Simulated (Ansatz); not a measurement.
## Property card for Mg2ZnO3

Mg$_{2}$ZnO$_{3}$:
```yaml
crystal:
  lattice:
    - [2.95888, 0.00000, 0.00000]
    - [-1.47944, 2.56246, 0.00000]
    - [0.00000, 0.00000, 7.21221]
  atoms:
    - { symbol: Mg, position: [0.33333, 0.66667, 0.66624] }
    - { symbol: Mg, position: [0.66667, 0.33333, 0.33376] }
    - { symbol: Zn, position: [0.00000, 0.00000, 0.00000] }
    - { symbol: O, position: [0.33333, 0.66667, 0.17118] }
    - { symbol: O, position: [0.66667, 0.33333, 0.82882] }
    - { symbol: O, position: [0.00000, 0.00000, 0.50000] }
```

Space group P-3m1 (No. 164); conventional cell a = 2.959 Å, b = 2.959 Å, c = 7.212 Å, α = 90.00°, β = 90.00°, γ = 120.00°.

Method: LDA in the plane-wave PAW code Ansatz. Geometry: relaxed at this level of theory. Other levels are named where they apply.

**Cell and energy**

```yaml
volume_per_atom: 9.11 Å³
density: 4.92 g/cm³
Formation energy from the elements (no fitted shifts): -2.42 eV/atom
```

**Electronic structure**

```yaml
band_gap: 3.37 eV (indirect)
valence_band_maximum: on the Γ–A line, 98 % of the way from Γ
conduction_band_minimum: at Γ
smallest_direct_gap_on_the_standard_path: 3.46 eV
electron_effective_mass: 0.33 mₑ (isotropic)
```

**Mechanics**

```yaml
Bulk modulus (Birch–Murnaghan fit): 183 GPa
Pressure derivative B′: 4.3
Elastic constants (relaxed ions, GPa): C11 = 343, C12 = 108, C13 = 97.9, C14 = 22.3, C33 = 354, C44 = 88.8
mechanical_stability: stable (all eigenvalues of C positive)
hill_bulk_and_shear_moduli: 183 and 105 GPa
Young's modulus: 264 GPa
Poisson's ratio: 0.26
debye_temperature_from_the_elastic_constants: 731 K
```

**Dielectric response**

```yaml
Electronic dielectric constant ε∞ (DFPT): 3.73 (xx = yy), 3.65 (zz)
Static dielectric constant ε0 (ions relaxed, cell fixed): 14.3 (xx = yy), 12.3 (zz)
Born charges (a third of the trace): Mg +2.06, Zn +2.17, O -2.11 to -2.06 e
```

**Phonons**

```yaml
Highest zone-centre frequency (without LO–TO term): 630 cm^-1
zone_centre_stability: no imaginary mode at Γ
dynamical_stability_on_the_path: stable (no imaginary branch)
zero_point_energy: 66.6 meV/atom
Vibrational entropy at 300 K: 16.7 J/(K·mol of atoms)
```

The workflow started from a Materials Project entry (that database holds measured and hypothetical structures alike); the Crystallography Open Database copy checked does not list it. With Mg and Zn taken as one species the cell has the higher symmetry Fm-3m, so it may be an ordered model of a mixed-site phase. Whether it is the stable phase at ambient conditions was not checked. Symmetry was held in the LDA relaxation. The references are the lowest solids computed at this level, not always the standard phases (solids in place of the gases).

Potentials: the later of the program's two PAW sets.
